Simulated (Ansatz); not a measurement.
Data:

Starting cell, BN (space group P6_3/mmc):

```yaml
crystal:
  lattice:
    - [2.48795, 0.00000, 0.00000]
    - [-1.24398, 2.15463, 0.00000]
    - [0.00000, 0.00000, 6.53177]
  atoms:
    - { symbol: B, position: [0.00000, 0.00000, 0.75000] }
    - { symbol: B, position: [0.00000, 0.00000, 0.25000] }
    - { symbol: N, position: [0.66667, 0.33333, 0.25000] }
    - { symbol: N, position: [0.33333, 0.66667, 0.75000] }
```

A phonon eigenvector at Γ is frozen into this cell: atom i moves by Q times the vector below, so Q is the largest atomic displacement, in Å. The cell is held. It is one choice among 2 degenerate patterns.

| atom | x | y | z |
|---|---|---|---|
| B1 | 0.000 | -1.000 | 0.000 |
| B2 | 0.000 | 1.000 | 0.000 |
| N3 | 0.000 | -0.776 | 0.000 |
| N4 | 0.000 | 0.776 | 0.000 |

The numbers are results of LDA (plane waves to 420 eV, PAW, scalar-relativistic; Ansatz, a first-principles code), not measurements. k mesh 15×15×5 (Γ-centred), Fermi-Dirac smearing 0.05 eV. The energy includes the smearing's −TS. BN was relaxed with its symmetry unable to fall. ΔE is measured from the undisplaced structure.

The scan covers Q from -0.100 to 0.100 Å in 13 points.

Q: Which space group does the distorted structure have?

A: Cmcm (No. 63), lowered from P6_3/mmc.

Q: Is this a single well or a double well?

A: A single well with its minimum at or next to zero displacement.

Q: Is the energy the same for displacements of ±0.100 Å, and if not, which side lies higher?

A: Not even: the negative side lies higher at ±0.100 Å.

Q: What is the energy change at Q = 0.100 Å?

A: 1119 meV/cell.

Q: What harmonic wavenumber does the curvature at Q = 0 give?

A: 1391 cm⁻¹.

(For displaced atoms, the force is minus the slope of the energy, and its curvature is a force constant, which sets phonon frequencies.)
